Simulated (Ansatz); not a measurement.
SrScHO2:
```xyz
5
Lattice="4.1130 0.0000 0.0000 0.0000 4.1130 0.0000 0.0000 0.0000 3.8372" Properties=species:S:1:pos:R:3 pbc="T T T"
Sr     2.0565     2.0565     1.9186
Sc     0.0000     0.0000     0.0000
O      2.0565     0.0000     0.0000
O      0.0000     2.0565     0.0000
H      0.0000     0.0000     1.9186
```

Relaxed with r²SCAN. Special points in fractions of this cell's reciprocal vectors: Γ (0.000, 0.000, 0.000); X (0.000, 0.500, 0.000); M (0.500, 0.500, 0.000); Z (0.000, 0.000, 0.500); R (0.000, 0.500, 0.500); A (0.500, 0.500, 0.500).

Question: List the band energies nearest the valence-band maximum at these points for r²SCAN (plane waves, PAW; program Ansatz).

Answer: In eV from the valence-band maximum; about four levels below and three above (degenerate sets whole), none deeper than 8.9 eV; points with the same levels are listed once.

| k | below | above |
|---|---|---|
| Γ | -1.63 -1.13 -0.54 -0.54 | 4.15 4.42 4.42 |
| X | -1.86 -1.85 -1.84 -1.38 | 4.17 4.76 6.06 |
| M | -2.85 -2.28 -2.28 -0.26 | 6.16 6.16 6.52 |
| Z | -2.07 -0.59 -0.59 0.00 | 3.72 3.72 4.68 |
| R | -2.41 -1.44 -1.20 -0.42 | 2.89 4.83 5.20 |
| A | -2.34 -2.34 -2.25 -0.13 | 5.21 5.56 5.56 |

Space group P4/mmm. The start of the workflow was typed in or built on a structure type; neither database checked (COD, Materials Project) lists it. Whether it is the stable phase at ambient conditions was not checked. The cell was relaxed with r²SCAN under the symmetry of its start; whether a distortion lowers the energy is not shown. The run is not spin-polarised. Spin–orbit coupling is left out wherever it is not named.

Potentials: the earlier of the program's two PAW sets.
